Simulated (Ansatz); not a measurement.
**MgVFeP4O14: do the settings matter for the field gradients?**

Cell: a computed structure from the Materials Project (it need not be an observed phase), atoms as given.

```
CELL_PARAMETERS angstrom
5.01683 0.00000 0.00000
-2.25772 6.46775 0.00000
-0.04429 -0.07664 8.35285
ATOMIC_POSITIONS crystal
Mg 0.61696 0.81699 0.61051
V 0.79798 0.28785 0.48746
Fe 0.21235 0.72322 0.00935
P 0.62766 0.49850 0.81085
P 0.78368 0.91704 0.22037
P 0.23254 0.07898 0.72118
P 0.38922 0.51070 0.31884
O 0.96344 0.09290 0.63987
O 0.89442 0.11140 0.32051
O 0.84733 0.50205 0.93531
O 0.73308 0.51917 0.63593
O 0.56594 0.36785 0.33132
O 0.45226 0.05972 0.59581
O 0.37553 0.28061 0.82694
O 0.60127 0.74847 0.36170
O 0.57431 0.92228 0.09043
O 0.48044 0.66466 0.82322
O 0.27512 0.51083 0.15133
O 0.17872 0.49117 0.45711
O 0.14857 0.89739 0.83231
O 0.01301 0.83169 0.16977
```

Atom numbers follow the list; atoms alike are taken as one site, whose name carries the number of the first.

Reference run. All values are calculated (Ansatz; DFT, PBE, plane waves and PAW, scalar-relativistic, collinear spin, 420 eV cutoff, Γ-centred 5×4×3 k-points, Fermi–Dirac smearing 0.02 eV), not measured. Start moments as typed (μB): 1 on each V, 4 on each Fe, none on the rest.

(1) The input is changed as follows: `scf.occupations.method`: fermi_dirac → gaussian; `scf.occupations.width`: 0.02 → 0.2. What happens to V_zz (10²¹ V/m²) and η?

## Answers

(1) 

| site | atom | V_zz reference | η reference | V_zz changed | η changed |
| --- | --- | --- | --- | --- | --- |
| Mg | 1 | 1.63 | 0.64 | 1.64 | 0.64 |
| V | 2 | -9.54 | 0.13 | -8.45 | 0.17 |
| Fe | 3 | -2.57 | 0.49 | -2.32 | 0.59 |
| P5 | 5 | 7.73 | 0.07 | 7.75 | 0.06 |
| P7 | 7 | 6.09 | 0.42 | 6.06 | 0.43 |
| O9 | 9 | 9.89 | 0.31 | 9.90 | 0.31 |
| O11 | 11 | 8.00 | 0.92 | 7.95 | 0.92 |
| O12 | 12 | 9.40 | 0.19 | 9.42 | 0.16 |
| O13 | 13 | 9.28 | 0.61 | 9.29 | 0.62 |
| O16 | 16 | 9.47 | 0.42 | 9.51 | 0.42 |
| O19 | 19 | 8.90 | 0.38 | 8.87 | 0.38 |
| O21 | 21 | 10.11 | 0.12 | 10.14 | 0.12 |

The largest change of V_zz is on V, from -9.54 to -8.45. In per cent, |V_zz| changes by 0 on Mg, -11 on V, -10 on Fe, 0 on P, -1 to 0 on O (all sites that start above 0.5). The table leaves out 9 of the 21 sites, with |V_zz| up to 14.16; their tensors move by 0.06 at most along any direction. The statements above cover all sites. SCF iterations: 30 and 31. In the changed run the smearing of 0.20 eV is wide against a gap of 0.2 eV, so its values aren't converged ones.

On the reference run: The largest force is 0.9 eV/Å, so the atoms aren't at the calculated equilibrium and relaxing them would move these values. The moments were started parallel, and the run ended with some of them reversed. The program didn't check the stability of this electronic state in full, so a lower one may lie near. With these PAW files V_zz is typically within 2 to 3 % of all-electron values, but misses above 10 % occur on Fe. With a gap of 0.2 eV on this mesh, the gradients can still move by some per cent as the k-mesh gets denser. The magnetic order is the one that the run reached from its start moments, not necessarily the measured one.
